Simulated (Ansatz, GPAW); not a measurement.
# Ba2Tl5V3O12: programs and potentials compared

```xyz
22
Lattice="6.6527 0.0495 0.0202 2.8607 8.3646 0.0038 2.6828 2.4694 9.1957" Properties=species:S:1:pos:R:3 pbc="T T T"
Ba    5.5442    0.4859    0.2246
Ba    5.0453    8.8099    3.1356
V     7.8851    6.7880    3.1058
V     2.5747    2.3174    0.3028
V     2.2646    2.2781    6.0800
Tl    3.7845    4.2101    3.2255
Tl    6.5448    4.4409    5.5815
Tl    8.1264    9.0456    6.1615
Tl    6.6930    4.4787    1.0881
Tl    4.6212    7.2113    6.8375
O     3.6229    2.1646    4.9879
O     8.0188    5.0381    3.1811
O     3.7266    2.1571    1.5981
O     7.5372    1.8755    5.1646
O     4.9576    6.4605    9.0991
O     7.0474    7.3889    4.4933
O     8.6870    3.8848    6.7562
O     6.8904    7.1926    1.7495
O     1.1117    1.6298    0.9364
O     5.2975    9.5590    7.4268
O     5.9074    3.9074    8.2110
O     9.3999    7.5353    2.8601
```

The cell comes from a database or a generator and needn't be the stable form of this composition.

Alike in all runs: task single point; functional PBE; k mesh 5 × 4 × 3; occupations fermi-dirac, width 0.05 eV; collinear spin, ferromagnetic start; no spin-orbit coupling. Pressure is positive in compression and, in plane waves, holds the error of the finite cutoff, which Ansatz's Pulay term estimates and takes out.

```csv
program and potentials,plane-wave cutoff (eV),notes,pressure (GPa),net moment per atom (μB)
"Ansatz, Ansatz PAW",420,Pulay term of +0.29 GPa included,0.01,0.00
"GPAW, GPAW PAW data sets (gpaw-data 1.2.1)",800,-,0.31,0.00
"Ansatz, all-electron LAPW, scalar-relativistic",-,-,0.02,0.00
```

The pressure spans 0.01 (Ansatz, Ansatz PAW) to 0.31 GPa (GPAW, GPAW PAW data sets (gpaw-data 1.2.1)), with all-electron results at 0.02. All agree on the net moment per atom. The state is the one that the start led to, which needn't be the lowest.

The functional is the same throughout but for its coding, so the spread measures potentials, basis and numerics; runs on potential files found faulty are left out.
